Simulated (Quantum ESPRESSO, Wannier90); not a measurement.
# TiS2 (C2/m, isolated units), plane waves to Wannier functions

```xyz
3
Lattice="2.9679 -1.7135 0.0000 2.9679 1.7135 0.0000 -1.0856 0.0000 11.1934" Properties=species:S:1:pos:R:3 pbc="T T T"
Ti     0.0000     0.0000     0.0000
S      1.9788     0.0000    -1.4020
S     -1.9788     0.0000     1.4020
```

Materials Project entry mp-1062030; symmetrised, unrelaxed at this level. Computed values, not measurements, from PBEsol: Quantum ESPRESSO (norm-conserving PseudoDojo potentials, cutoff 68 Ry, no spin polarisation, no spin-orbit coupling) on a Γ-centred 10×10×4 mesh, then Wannier90. Density: 10×10×1 mesh, Gaussian smearing 0.01 Ry. The cell is built of weakly bound layers, chains or molecules, whose nearest atoms lie 8.56 Å apart, far more than in van der Waals crystals (3.2 to 4.2 Å): it describes nearly isolated units, such as a monolayer, not the bulk crystal. The gap is small at this level and was sampled on the meshes and a path alone.

Bands 16-17 form an isolated set from 2.80 to 4.06 eV relative to the valence-band maximum (on the path) and are turned into 2 Wannier functions by minimising the spread from the start: SCDM (isolated).

Task: Where do the functions sit, how wide are they and what are they made of?

Result: 
```tsv
functions	spread (Å²)	nearest atom, distance (Å)	second atom, distance (Å)	weight on atomic waves
2	4.86	Ti 0.00	S 2.42	Ti 3d 56 %, S 3p 35 %
```

Ω_I = 9.67 Å², Ω_total = 9.72 Å²; the interpolated bands follow pw.x to 2.3 meV rms on the path. Only this start was tried; a symmetric start can stop on a saddle, and mixtures of these functions could lower the total by at most Ω_total − Ω_I.
